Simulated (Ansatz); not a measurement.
# Notes on ScMnSn

```xyz
9
Lattice="5.3561 -1.3865 0.7714 0.7293 5.3321 0.8874 -0.1235 -1.8465 5.5600" Properties=species:S:1:pos:R:3 pbc="T T T"
Sc    1.2298    0.6093    5.6207
Sc    2.0560    2.9431    2.9897
Sc    0.2964    0.3351    1.7378
Mn    4.0086    2.3352    1.1800
Mn    4.6936    1.8520    3.5873
Mn    3.1294    2.5772    5.4883
Sn    0.6709    3.2951    5.4972
Sn    4.3224   -1.1264    4.8651
Sn    2.5049   -0.1880    3.3071
```

Level: m-r2SCAN, with U_eff = 2.53 eV on Mn d (all-electron-ortho-atomic projectors), no spin polarisation; 500 eV; 4×4×3 (shifted by 0.5, 0.5, 0.5 steps) mesh; fermi-dirac occupations (width 0.0253 eV); Ansatz 0.2.0, fixed geometry.

(1) Is there a gap?

(2) What do density and ELF say about some of the short contacts?

(3) Is the cell too large or too small?

(4) Where is the largest force?

Origin: a disordered cell, so it need not be a known compound. Caveats: no spin polarisation, so a magnetic state may lie lower; the k mesh is coarse if the cell is a metal; atoms or cell far from equilibrium; m-r2SCAN is r2SCAN with a changed spin dependence that lowers moments.

Results:

(1) It is a metal, with about 5.9 states/eV a cell as the mean within 0.25 eV of the Fermi level, mostly Mn d (41 %), Sc d (35 %) and Sn p (12 %).

(2) Mn–Sn at 2.51 Å: least valence density 0.38 e/Å³ and ELF 0.24 there. Sn–Sn at 2.55 Å: least valence density 0.45 e/Å³ and ELF 0.40 there. Mn–Mn at 2.55 Å: least valence density 0.36 e/Å³ and ELF 0.39 there. Both are smooth PAW fields, read partly inside the augmentation spheres.

(3) The pressure is 10.7 GPa (compression positive), so with the atoms held at these fractions the cell would first expand; the forces are large, so a full relaxation may end otherwise. The principal stresses 7.9, 11.3, 12.8 GPa differ, so its shape would change too.

(4) The largest is on Sn9: 3.29 eV/Å, components (0.68, 1.89, -2.60). It makes 123° with the line to a nearest neighbour, Sn8 at 2.57 Å.
